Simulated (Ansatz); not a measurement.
Ga2PN in space group P3m1 (No. 156; Ga on 1a, Ga on 1c, P on 1a, N on 1c) at seven volumes, PBEsol (plane waves, PAW; program Ansatz), shape and atoms relaxed at each. One row is withheld.

```
V (Å³/atom)  P (GPa)
-----------  -------
14.128         12.85
14.594             ?
15.060          3.61
15.526          0.00
15.991         -3.07
16.457         -5.67
16.923         -7.88
```

Q: Fit the shown pressures and predict the withheld one.

A: Third-order Birch–Murnaghan: P = (3/2)B₀(x^(7/2) − x^(5/2))[1 + (3/4)(B′ − 4)(x − 1)] with x = (V₀/V)^(2/3). Least squares on the six rows gives V₀ = 15.526 Å³/atom, B₀ = 110.6 GPa, B′ = 4.41. At V = 14.594, x = 1.0421 and P = 7.85 GPa. The run itself gave 7.86 GPa.

The start of the workflow was typed in or built on a structure type; neither database checked (COD, Materials Project) lists it. Its standing as an ambient phase is unchecked. The PBEsol relaxation kept the symmetry of its start; whether a distortion lowers the energy is not shown.

Potentials: the earlier of the program's two PAW sets. The files were generated under PBE; for other functionals the program regenerates the frozen cores, and for LDA and PBEsol the local potential too.
